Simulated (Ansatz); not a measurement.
**SrAs₄Rh₆: reading a single point**

```yaml
crystal:
  lattice:
    - [7.31833, 0.00000, 0.00000]
    - [-3.65916, 6.33786, 0.00000]
    - [0.00000, 0.00000, 3.87829]
  atoms:
    - { symbol: Sr, position: [0.00000, 0.00000, 0.00000] }
    - { symbol: As, position: [0.80950, 0.19050, 0.50000] }
    - { symbol: As, position: [0.38100, 0.19050, 0.50000] }
    - { symbol: As, position: [0.80950, 0.61900, 0.50000] }
    - { symbol: Rh, position: [0.53470, 0.46530, 0.00000] }
    - { symbol: Rh, position: [0.93060, 0.46530, 0.00000] }
    - { symbol: Rh, position: [0.53470, 0.06940, 0.00000] }
    - { symbol: As, position: [0.33330, 0.66670, 0.00000] }
    - { symbol: Rh, position: [0.20220, 0.79780, 0.50000] }
    - { symbol: Rh, position: [0.59560, 0.79780, 0.50000] }
    - { symbol: Rh, position: [0.20220, 0.40440, 0.50000] }
```

The numbers come from plane-wave PAW DFT (Ansatz): r2SCAN, spin-orbit coupling, 500 eV, 5×5×8 Γ-centred k points, gaussian occupations (width 0.0824 eV). Nothing was relaxed.

The state carries no moments; the state need not be the lowest.

Question: What happens at the Fermi level?

Answer: It is a metal, with about 5.3 states/eV a cell as the mean within 0.25 eV of the Fermi level, mostly Rh d (71 %) and As p (21 %).

Question: Which element gives electrons and which takes them?

Answer: Bader charges in e: Sr +1.37, As -0.15 to +0.10, Rh -0.25 to -0.09. In the mean Sr gives up most and Rh takes most.

Question: Where is the largest force?

Answer: The largest is on Rh9 (and as large on other atoms): 0.07 eV/Å, components (0.06, -0.03, 0.00). It makes 123° with the line to a nearest neighbour, As3 at 2.49 Å.

Question: What does the stress say?

Answer: The pressure is -5.2 GPa (compression positive), so with the atoms held at these fractions the cell would first shrink.

Origin: a database entry at a rescaled volume.
